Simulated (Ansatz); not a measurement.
Computed properties of HfOs

```xyz
2
Lattice="3.2390 0.0000 0.0000 0.0000 3.2390 0.0000 0.0000 0.0000 3.2390" Properties=species:S:1:pos:R:3 pbc="T T T"
Hf    0.0000    0.0000    0.0000
Os    1.6195    1.6195    1.6195
```

Atoms are numbered in the order listed.

The cell comes from COD entry 1523505, which wasn't checked; take it as a given geometry.

Spin–orbit coupling is left out, though it moves levels of the heavy atoms by tenths of an eV or more.

Levels of theory: DFT, PBEsol, all-electron LAPW, scalar-relativistic (Ansatz 0.2.0); DFT, PBEsol, PAW with Ansatz's default frozen-core files, scalar-relativistic (Ansatz 0.2.0).

For LAPW: a Γ-centred 10×10×10 k mesh, Fermi–Dirac smearing of 0.05 eV, basis error target 1 meV/atom, no spin polarisation. PAW takes a cutoff of 420 eV at this cell (files made with PBE, cores remade for this functional). The Ansatz runs share mesh, smearing and spin set-up. Values come from LAPW unless marked.

```
Bader charges (from the PAW run)                  : Hf1 +1.53, Os2 -1.53 e
Density of states at the Fermi level (0.2 eV bin) : 0.28 states/eV per cell
Volume per atom                                   : 16.99 Å³
```

(1) Löwdin charges (with 0.22 e of the cell spilling out of the atomic basis, so their sizes and signs hang on that basis): what does the calculation give?

(2) Give the computed value. Band gap.

(3) Predict this quantity. Pressure at this cell.

## Answers

(1) Hf1 0.07, Os2 0.14 e.

(2) none: bands cross the Fermi level, a metal.

(3) -3.53 GPa.
